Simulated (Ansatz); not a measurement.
# From the elastic tensor of Ga2Cu to moduli and sound speeds

These are results of Ansatz, DFT LDA, scalar-relativistic, plane waves, PAW, not measurements. Plane waves to 420 eV; Γ-centred k mesh 16×16×8; Fermi-Dirac smearing of 0.15 eV. No spin polarisation.

It takes space group P4/mmm (No. 123, tetragonal). Conventional cell: a = 2.772 Å, b = 2.772 Å, c = 5.668 Å, α = 90.00°, β = 90.00°, γ = 90.00°. Around Ga (site symmetry 4mm) lie 5 Ga at 2.46 to 2.77 Å and 4 Cu at 2.53 Å. Cu (site symmetry 4/mmm) has 8 Ga at 2.53 Å and 4 Cu at 2.77 Å as nearest neighbours.

In a metal, frequencies and elastic constants depend on the k mesh and the smearing, soft modes and shear constants most.

Relaxed-ion constants (GPa, on the Cartesian axes of the calculation):
C11 = 138.8, C12 = 79.1, C13 = 71.0, C22 = 138.8, C23 = 71.0, C33 = 221.4, C44 = 43.3, C55 = 43.3, C66 = 56.3 GPa; the others vanish.

Density 7.739 g/cm³; 3 atoms in 43.56 Å³.

The values that follow are for a polycrystal of randomly turned grains, by Hill's mean where one number stands.

With S = C⁻¹: B_V = (C11+C22+C33+2(C12+C13+C23))/9, G_V = (C11+C22+C33−C12−C13−C23+3(C44+C55+C66))/15, 1/B_R = S11+S22+S33+2(S12+S13+S23), 15/G_R = 4(S11+S22+S33−S12−S13−S23)+3(S44+S55+S66); Hill is their mean. Then v_l = √((B+4G/3)/ρ), v_t = √(G/ρ), v_m = [(2/v_t³+1/v_l³)/3]^(−1/3) and Θ = (ħ/k_B)·v_m·(6π²n/V)^(1/3) for n atoms in the volume V; E = 9BG/(3B+G), ν = (3B−2G)/(2(3B+G)) and A^U = 5G_V/G_R + B_V/B_R − 6.

* Bulk modulus, Voigt / Reuss / Hill: 104.6 / 101.3 / 102.9 GPa
* Shear modulus, Voigt / Reuss / Hill: 47.1 / 43.9 / 45.5 GPa
* Young's modulus: 119 GPa
* Poisson ratio: 0.307
* Pugh ratio B/G: 2.26 (over 1.75, the rule of thumb for ductile)
* Universal anisotropy index: 0.40
* Longitudinal and transverse sound speeds: 4598 and 2425 m/s
* Debye temperature from the mean sound speed: 331 K

Cost: 1 run of about 15 core-minutes, on Arm Neoverse V1 (shared hosts).